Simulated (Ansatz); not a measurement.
The relaxed structure here is a generated cell of Rh: the first start was made by placing the elements on the sites of a structure type, and the end was not matched to a known phase here, so it may be hypothetical. Known forms of Rh include space group No. 225.

A relaxed cell of Rh (Pm-3m (No. 221)), relaxed on a k-mesh at least as fine as the one used below. All values below come from PBEsol (plane waves to 420 eV, PAW, scalar-relativistic; Ansatz, an electronic-structure program). Γ-centred k-mesh 13×13×7 on the run's cell (coarser than for final values), Fermi–Dirac smearing 0.05 eV.

```yaml
crystal:
  lattice:
    - [2.49919, 0.00000, 0.00000]
    - [0.00000, 2.49919, 0.00000]
    - [0.00000, 0.00000, 4.99838]
  atoms:
    - { symbol: Rh, position: [0.50000, 0.50000, 0.25000] }
    - { symbol: Rh, position: [0.50000, 0.50000, 0.75000] }
```

The atoms are displaced by (Å):

```
atom      ux      uy     uz
----  ------  ------  -----
Rh1   -0.081   0.033  0.024
Rh2    0.002  -0.013  0.085
```

Problem. What forces (eV/Å) and pressure result?

Solution. 
```csv
atom,Fx,Fy,Fz
Rh1,-0.03,0.01,0.33
Rh2,0.03,-0.01,-0.33
```

Pressure +0.5 GPa.

The undisplaced cell is probably no minimum: from this displacement the run went on to Fm-3m (No. 225), 0.89 eV/atom below it.

No spin polarisation in the result.
